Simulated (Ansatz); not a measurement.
## Structure relaxation, MgB$_{2}$

The start is a generated cell, MgB2 built in the MoSi2 structure type. A full variable-cell relaxation at zero pressure is run with PBEsol (plane waves to 420 eV, PAW, scalar-relativistic; Ansatz, a quantum-chemistry and plane-wave program). First-step values are on the input's coarse k-mesh.

Ansatz input (later rounds restart from its end on a renewed k-mesh):
Ansatz 0.2 input:
```yaml
crystal:
  lattice:
    - [-1.5223, 1.5223, 3.725894]
    - [1.5223, -1.5223, 3.725894]
    - [1.5223, 1.5223, -3.725894]
  atoms:
    - { symbol: Mg, position: [0, 0, 0] }
    - { symbol: B, position: [0.3353, 0.3353, 0] }
    - { symbol: B, position: [0.6647, 0.6647, 0] }
basis: { ecutwfc: 420, ecutrho_ratio: 4, xc_grid: 2, fft_grid_basis: typed }
kpoints: { mp_grid: { grid: [11, 11, 11] } }
hamiltonian:
  xc: pbesol
  dispersion: none
  pseudopotentials: { kind: paw }
scf: { occupations: { method: fermi_dirac, width: 0.05 } }
relax: { f_tol: 0.01, max_steps: 100, cell: { stress_tol: 0.02 } }
output: { forces: true, stress: true }
```

**Question.** What pressure does the first self-consistent step give?

**Answer.** -8 GPa (negative: the cell is under tension).

**Question.** How much energy is released per atom?

**Answer.** 0.53 eV/atom.

**Question.** How do the shortest distances between atoms change?

**Answer.** The closest pairs of elements (up to four, under 3.6 Å), start → end: B–B 2.45 → 1.96 Å; B–Mg 2.48 → 2.36 Å; Mg–Mg 3.04 → 2.66 Å.

**Question.** What band gap does the relaxed structure have at this level?

**Answer.** No gap (metallic).

**Question.** Write out the relaxed structure.

**Answer.** 
```cif
data_B4Mg2
_chemical_formula_sum 'Mg2 B4'
_space_group_name_H-M_alt 'I4/mmm'
_space_group_IT_number 139
_space_group_name_Hall '-I 4 2'
_cell_length_a 2.66484
_cell_length_b 2.66484
_cell_length_c 8.34834
_cell_angle_alpha 90.000
_cell_angle_beta 90.000
_cell_angle_gamma 90.000
loop_
_atom_site_label
_atom_site_type_symbol
_atom_site_symmetry_multiplicity
_atom_site_Wyckoff_symbol
_atom_site_fract_x
_atom_site_fract_y
_atom_site_fract_z
_atom_site_occupancy
Mg1 Mg 2 a 0.00000 0.00000 0.00000 1
B1 B 4 e 0.00000 0.00000 0.28327 1
```
(The calculation used a cell of 3 atoms; values per cell refer to that cell.)

The space group stays I4/mmm (No. 139) (the run could not lower it); the end is AFLOW prototype AB2_tI6_139_a_e (C11_b, as in Si2Mo), with 3 atoms in the primitive cell. Final values are on a 24×24×24 k-mesh of the relaxed cell. No spin polarisation in the result.

The run could not lose the symmetry of its start: the end is stationary, and may be a saddle point rather than a minimum.

The relaxed structure here is a generated cell of MgB2: the first start was made by placing the elements on the sites of a structure type, and the end was not matched to a known phase here, so it may be hypothetical. Known forms of MgB2 include space group No. 191.
